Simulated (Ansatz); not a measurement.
The relaxed structure here is a generated cell of BeAu: the first start was made by placing the elements on the sites of a structure type, and the end was not matched to a known phase here, so it may be hypothetical.

A relaxed cell of BeAu (Immm (No. 71)), relaxed on a k-mesh at least as fine as the one used below. Level of theory: PBE (plane waves to 420 eV, PAW, scalar-relativistic; Ansatz, an electronic-structure program). Γ-centred k-mesh 10×13×7 on the run's cell (coarser than for final values), Fermi–Dirac smearing 0.05 eV.

```
BeAu
1.0
   -1.35954     2.01043     2.62760
    1.35954    -2.01043     2.62760
    2.71909     4.02086    -5.25519
Au Be
2 2
Cartesian
  0.00000   0.00000   0.00000
  1.35954   2.01043  -2.62760
  0.00000   0.00000   2.62760
  1.35954   2.01043   0.00000
```

The atoms are displaced by (Å):

```
atom      ux      uy     uz
----  ------  ------  -----
Au1   -0.118   0.135  0.012
Au2   -0.096   0.034  0.000
Be3   -0.005  -0.166  0.102
Be4    0.060  -0.002  0.165
```

What forces (eV/Å) and pressure result?


```
atom     Fx     Fy     Fz
----  -----  -----  -----
Au1    1.28  -1.29  -0.11
Au2   -0.37  -0.85  -0.02
Be3   -0.75   1.66   0.07
Be4   -0.17   0.47   0.06
```

Pressure +2.9 GPa.

Estimate the energy cost of the displacement in the harmonic approximation and compare with the calculation.

For a harmonic well ΔE = −½ Σ F·u = 0.292 eV a cell, or 73 meV/atom. The calculated energy relative to the undisplaced cell is +0.06 eV/atom, so the harmonic estimate holds well.

The undisplaced cell is probably no minimum: from this displacement the run went on to Cmcm (No. 63), 0.20 eV/atom below it.

No spin polarisation in the result.
